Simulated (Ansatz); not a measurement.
# Nb3N5: do energies and stresses tell the same story?

Method: DFT PBEsol, scalar-relativistic, plane waves, PAW in Ansatz.

Plane waves to 420 eV, a k mesh through Γ of 8×8×4 on the computed 16-atom cell and Gaussian smearing (0.02 eV); no spin polarisation.

Relaxed cell: Cmcm, a = 3.867 Å, b = 10.236 Å, c = 10.236 Å, α = 90.00°, β = 90.00°, γ = 90.00°, 16 atoms in the primitive cell. Whether it is the stable form of this composition wasn't checked.

Energies at zero smearing and pressures from the stress tensor, at volumes with shape and atoms relaxed:
```tsv
V (Å³/atom)	E − E(first) (meV/atom)	P (GPa)
11.142	0.00	39.06
11.521	-77.89	26.95
11.901	-129.09	16.52
12.281	-157.38	7.58
12.661	-166.10	-0.01
13.041	-158.28	-6.39
13.420	-136.70	-11.64
13.927	-91.00	-16.96
```

Question: Check P = −dE/dV between neighbouring volumes, and get the bulk modulus from the pressures alone.

Answer: With 1 eV/Å³ = 160.2 GPa:
| middle V (Å³/atom) | −ΔE/ΔV (GPa) | mean P (GPa) |
| --- | --- | --- |
| 11.331 | 32.855 | 33.006 |
| 11.711 | 21.599 | 21.732 |
| 12.091 | 11.931 | 12.049 |
| 12.471 | 3.678 | 3.785 |
| 12.851 | -3.299 | -3.203 |
| 13.231 | -9.103 | -9.017 |
| 13.674 | -14.455 | -14.302 |

The two differ by 0.15 GPa at most. The mean of two end pressures misses the average over a step by about ΔV² P″/12, up to 0.16 GPa here; with that taken off 0.01 GPa remains. Around V = 12.661 Å³/atom, the two neighbours give B = −V ΔP/ΔV = 12.661 × 13.98 / 0.760 = 232.9 GPa, against B0 = 228.3 GPa from the Birch–Murnaghan fit of the energies.

Cost: 9 runs of about 29 core-minutes in all, on AMD EPYC 9R45 (Zen 5) (shared hosts).